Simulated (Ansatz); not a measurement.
Given:

BiB:
```cif
data_B4Bi4
_chemical_formula_sum 'Bi4 B4'
_space_group_name_H-M_alt 'F-43m'
_space_group_IT_number 216
_space_group_name_Hall 'F -4 2 3'
_cell_length_a 5.48995
_cell_length_b 5.48995
_cell_length_c 5.48995
_cell_angle_alpha 90.000
_cell_angle_beta 90.000
_cell_angle_gamma 90.000
loop_
_atom_site_label
_atom_site_type_symbol
_atom_site_symmetry_multiplicity
_atom_site_Wyckoff_symbol
_atom_site_fract_x
_atom_site_fract_y
_atom_site_fract_z
_atom_site_occupancy
Bi1 Bi 4 c 0.25000 0.25000 0.25000 1
B1 B 4 a 0.00000 0.00000 0.00000 1
```
(The calculation used a cell of 2 atoms; values per cell refer to that cell.)

This is the r²SCAN-relaxed structure.

Task: All from the program Ansatz at the r²SCAN level (PAW), unless another level is named. Give the gap with spin–orbit coupling.

Result: 0.18 eV.

Task: And the electron effective mass with spin–orbit coupling?

Result: 0.018 mₑ (isotropic).

Task: And the hole effective mass, band 2 of 3 at the edge?

Result: 0.21 along [100], 0.21 along [110], 0.48 along [111] (mₑ).

Task: Give the weight of the conduction-edge state by species (Voronoi cells).

Result: B 64 %, Bi 36 %.

Task: Predict the valence-band maximum.

Result: at Γ.

A made-up cell: these elements were put on the sites of a structure type; neither database checked (COD, Materials Project) lists it. Whether it is the stable phase at ambient conditions was not checked. The r²SCAN relaxation kept the symmetry of its start; of distortions, only those at the zone centre were tested. Spin–orbit coupling is left out wherever it is not named.

Potentials: the later of the program's two PAW sets.
